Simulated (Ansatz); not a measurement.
BaSrTi$_{2}$O$_{6}$:
```cif
data_BaO6SrTi2
_chemical_formula_sum 'Ba1 O6 Ti2 Sr1'
_space_group_name_H-M_alt 'P4mm'
_space_group_IT_number 99
_space_group_name_Hall 'P 4 -2'
_cell_length_a 3.94093
_cell_length_b 3.94093
_cell_length_c 8.01642
_cell_angle_alpha 90.000
_cell_angle_beta 90.000
_cell_angle_gamma 90.000
loop_
_atom_site_label
_atom_site_type_symbol
_atom_site_symmetry_multiplicity
_atom_site_Wyckoff_symbol
_atom_site_fract_x
_atom_site_fract_y
_atom_site_fract_z
_atom_site_occupancy
Ba1 Ba 1 a 0.00000 0.00000 0.01143 1
O1 O 1 b 0.50000 0.50000 0.99552 1
Ti1 Ti 1 b 0.50000 0.50000 0.27417 1
O2 O 2 c 0.00000 0.50000 0.26058 1
Sr1 Sr 1 a 0.00000 0.00000 0.51409 1
O3 O 1 b 0.50000 0.50000 0.50151 1
Ti2 Ti 1 b 0.50000 0.50000 0.76220 1
O4 O 2 c 0.00000 0.50000 0.74356 1
```

Relaxed with r²SCAN. r²SCAN (plane waves, PAW; program Ansatz) gives a gap of 2.26 eV.

### Question
What gap does HSE06 give on the same cell (Ansatz, PAW)?

### Answer
3.33 eV, 1.08 eV more. The hybrid was solved on a coarser mesh and at special points; the gap given is the minimum over both.

| k | v1 r²SCAN | c1 r²SCAN | v1 HSE06 | c1 HSE06 |
|---|---|---|---|---|
| Γ | -0.47 | 2.26 | -0.46 | 3.33 |
| Z | -0.58 | 2.30 | (withheld) | (withheld) |
| M | 0.00 | 4.08 | (withheld) | (withheld) |
| A | -0.02 | 4.32 | (withheld) | (withheld) |
| R | -0.62 | 3.32 | (withheld) | (withheld) |
| X | -0.24 | 2.67 | -0.24 | 3.78 |

### Question
Top valence (v1) and lowest conduction level (c1) in eV from each method's valence maximum (which need not be a listed point): supply the withheld HSE06 values.

### Answer

- M, v1 HSE06: 0.00
- M, c1 HSE06: 5.37
- A, v1 HSE06: -0.02
- A, c1 HSE06: 5.64
- R, v1 HSE06: -0.64
- R, c1 HSE06: 4.50
- Z, v1 HSE06: -0.59
- Z, c1 HSE06: 3.39

Cost on shared cores: the r²SCAN run (SCF on a 7×7×4 mesh, then bands and DOS) very roughly 5 core-minutes, the HSE06 run (SCF on 4×4×2, then a few points) very roughly 4 core-minutes; the tasks are unlike.

The start of the workflow was typed in or built on a structure type; neither database checked (COD, Materials Project) lists it. Whether it is the stable phase at ambient conditions was not checked. Symmetry was held in the r²SCAN relaxation; whether a distortion lowers the energy is not shown. The workflow began spin-polarised and lost its moments. Scalar-relativistic: spin–orbit coupling is off unless named, which matters more the heavier the elements.

Potentials: the earlier of the program's two PAW sets.
